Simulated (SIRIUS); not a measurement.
Band structure of Ir (Fm-3m, 1 atom in the cell; from Materials Project mp-101).

```
CELL_PARAMETERS angstrom
      0.00000     1.92697     1.92697
      1.92697     0.00000     1.92697
      1.92697     1.92697     0.00000
ATOMIC_POSITIONS crystal
  Ir 0.00000 0.00000 0.00000
```

All values come from this method and carry its errors: PBEsol, PseudoDojo 0.4 standard norm-conserving PBEsol (tails mended) pseudopotentials (plane waves; SIRIUS).

Settings: parameters.ngridk = 12 12 12; parameters.xc_functionals = [XC_GGA_X_PBE_SOL, XC_GGA_C_PBE_SOL]; parameters.gk_cutoff = 8.246 1/bohr; parameters.pw_cutoff = 16.493 1/bohr; parameters.smearing = fermi_dirac; parameters.smearing_width = 0.00183747 Ha; potentials = PseudoDojo 0.4 standard norm-conserving PBEsol (tails mended) pseudopotentials; parameters.electronic_structure_method = pseudopotential; parameters.num_bands = 21; parameters.num_mag_dims = 0; parameters.num_dft_iter = 100; parameters.energy_tol = 1e-07 Ha; parameters.density_tol = 1e-06; mixer.type = broyden2.

Spin-orbit coupling is left out, which matters for bands and gaps with elements this heavy. The structure comes from a collection of computed structures, made at another level of theory; the collection holds predicted forms beside known ones. No clean gap shows at this smearing width and mesh (spacing up to 0.24 Å⁻¹); the mesh is coarse for partly filled bands, so the values carry mesh errors.

Points are given in units of this cell's reciprocal vectors. Levels in eV from the Fermi level, bands 5 to 12:
```
point                      5      6      7      8      9     10     11     12
--------------------  ------  -----  -----  -----  -----  -----  -----  -----
Γ (0 0 0)             -11.09  -3.86  -3.86  -3.86  -1.20  -1.20  13.58  19.01
X (0.5 0 0.5)          -7.84  -7.27   0.84   1.42   1.42   1.59  10.28  11.34
W (0.5 0.25 0.75)      -6.21  -4.85  -4.85  -1.81   1.43   7.95   8.87   8.87
K (0.375 0.375 0.75)   -6.89  -5.94  -2.90  -0.90   0.56   6.11   7.55  11.27
L (0.5 0.5 0.5)        -8.05  -3.96  -3.96  -0.83   0.86   0.86   7.08  13.23
U (0.625 0.25 0.625)   -6.89  -5.94  -2.90  -0.90   0.56   6.11   7.55  11.27
```

4 bands cross the Fermi level along this path, so the cell has no gap at this level.

“Tails mended”: in these copies of the files the far tail of each local potential was reset to the Coulomb form.
